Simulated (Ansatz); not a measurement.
Data:

CdS (zinc blende)

```yaml
crystal:
  lattice:
    - [0.00000, 5.87780, 5.87780]
    - [2.93890, 2.93890, 5.87780]
    - [2.93890, 2.93890, 0.00000]
  atoms:
    - { symbol: S, position: [0.00000, 0.75000, 0.75000] }
    - { symbol: S, position: [0.50000, 0.75000, 0.75000] }
    - { symbol: Cd, position: [0.00000, 0.00000, 0.00000] }
    - { symbol: Cd, position: [0.50000, 0.00000, 0.00000] }
```

The atoms are displaced by Q × the pattern below (from a DFPT mode at X = (0.5, 0.5, 0.0), largest move 1; Q in Å), at fixed cell. It is one choice among 2 degenerate patterns. (q is in reciprocal vectors of the primitive cell; the cell shown is doubled to hold the pattern.)

```json
[
 {"atom": "S1", "x": "0.000", "y": "-1.000", "z": "0.000"},
 {"atom": "S2", "x": "0.000", "y": "1.000", "z": "0.000"},
 {"atom": "Cd3", "x": "0.195", "y": "0.000", "z": "0.000"},
 {"atom": "Cd4", "x": "-0.195", "y": "0.000", "z": "0.000"}
]
```

Method: r2SCAN (plane waves to 500 eV, PAW, scalar-relativistic; Ansatz, a first-principles code). k mesh 10×10×10 (Γ-centred), Fermi-Dirac smearing 0.05 eV. Energies are smeared free energies. CdS was relaxed with its symmetry unable to fall. ΔE is measured from the undisplaced structure.

The scan covers Q from -0.100 to 0.100 Å in 13 points.

Is this a single well or a double well?

A single well with its minimum at or next to zero displacement.

Which space group does the distorted structure have?

C222_1 (No. 20), lowered from F-43m.

What is the energy change at Q = 0.100 Å?

97.3 meV/cell.

What harmonic wavenumber does the curvature at Q = 0 give?

270 cm⁻¹.

(For displaced atoms, the force is minus the slope of the energy, and its curvature is a force constant, which sets phonon frequencies.)
